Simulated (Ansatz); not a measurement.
Ti3C2O2 in space group P-3m1 (No. 164; O on 2c, Ti on 2d, C on 2d, Ti on 1a), DFT-PBE+D3(BJ) in the program Ansatz with PAW potentials, all energies at zero smearing, with the estimated change up to a 700 eV cutoff added, with one set of potentials and settings (totals compare only within such a set). Cell of 7 atoms (2 O, 3 Ti, 2 C): -9144.912 eV.

```tsv
element	reference phase	E (eV/atom)
O	C2/m, 4 atoms in the cell, spin-polarised	-565.0488
Ti	P6/mmm, 3 atoms in the cell	-2500.3009
C	P6_3/mmc, 4 atoms in the cell	-251.0887
```

Formation energy per atom, worked out: (-9144.912 − 2×(-565.0488) − 3×(-2500.3009) − 2×(-251.0887))/7 = -1.676 eV/atom (-162 kJ per mol of atoms), at 0 K, without zero-point energy or fitted corrections.

The start of the workflow was typed in or built on a structure type; neither database checked (COD, Materials Project) lists it. Whether it is the stable phase at ambient conditions was not checked. Symmetry was held in the PBE+D3(BJ) relaxation; whether a distortion lowers the energy is not shown. The workflow began spin-polarised and lost its moments. The references are the lowest solids computed at this level, not always the standard phases (solids in place of the gases).

Potentials: the later of the program's two PAW sets.
